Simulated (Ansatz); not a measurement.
Starting cell, Al2Au (fluorite type, space group Fm-3m):

```yaml
crystal:
  lattice:
    - [0.00000, 6.05991, 6.05991]
    - [3.02996, 0.00000, 3.02996]
    - [3.02996, 3.02996, 0.00000]
  atoms:
    - { symbol: Al, position: [0.12500, 0.25000, 0.25000] }
    - { symbol: Al, position: [0.62500, 0.25000, 0.25000] }
    - { symbol: Al, position: [0.37500, 0.75000, 0.75000] }
    - { symbol: Al, position: [0.87500, 0.75000, 0.75000] }
    - { symbol: Au, position: [0.00000, 0.00000, 0.00000] }
    - { symbol: Au, position: [0.50000, 0.00000, 0.00000] }
```

A phonon eigenvector at L = (0.5, 0.0, 0.0) is frozen into this cell: atom i moves by Q times the vector below, so Q is the largest atomic displacement, in Å. The cell is held. (q is in reciprocal vectors of the primitive cell; the cell shown is doubled to hold the pattern.)

```json
[
 {"atom": "Al1", "x": "0.154", "y": "-0.154", "z": "-0.154"},
 {"atom": "Al2", "x": "-0.154", "y": "0.154", "z": "0.154"},
 {"atom": "Al3", "x": "-0.154", "y": "0.154", "z": "0.154"},
 {"atom": "Al4", "x": "0.154", "y": "-0.154", "z": "-0.154"},
 {"atom": "Au5", "x": "-0.577", "y": "0.577", "z": "0.577"},
 {"atom": "Au6", "x": "0.577", "y": "-0.577", "z": "-0.577"}
]
```

All values below come from PBE (plane waves to 420 eV, PAW, scalar-relativistic; Ansatz, a quantum-chemistry and plane-wave program). k mesh 13×13×13 (Γ-centred), Fermi-Dirac smearing 0.05 eV. The energy includes the smearing's −TS. Stress and pressure are positive under compression. With partly filled bands, energies and forces of such displacements shift with the k mesh and the smearing. Al2Au was relaxed with its symmetry unable to fall. Spin-orbit coupling is left out, though Au is heavy. The zero of ΔE is the undisplaced structure.

```csv
Q (Å),−dE/dQ from forces (eV/Å),P (GPa),ΔE (meV/cell)
-0.280,5.265,2.9,?
-0.233,4.456,2.1,?
-0.187,3.612,1.4,?
-0.140,2.737,0.8,193
-0.093,1.838,0.4,86
-0.047,0.923,0.1,22
0.000,0.000,0.0,0
0.047,-0.923,0.1,22
0.093,-1.838,0.4,86
0.140,-2.737,0.8,193
0.187,-3.612,1.4,?
0.233,-4.456,2.1,?
0.280,-5.265,2.9,?
```

### Question
What belongs in the gaps?

### Answer

- -0.280, ΔE (meV/cell): 757
- -0.233, ΔE (meV/cell): 530
- -0.187, ΔE (meV/cell): 341
- 0.187, ΔE (meV/cell): 341
- 0.233, ΔE (meV/cell): 530
- 0.280, ΔE (meV/cell): 757

(For displaced atoms, the force is minus the slope of the energy, and its curvature is a force constant, which sets phonon frequencies.)
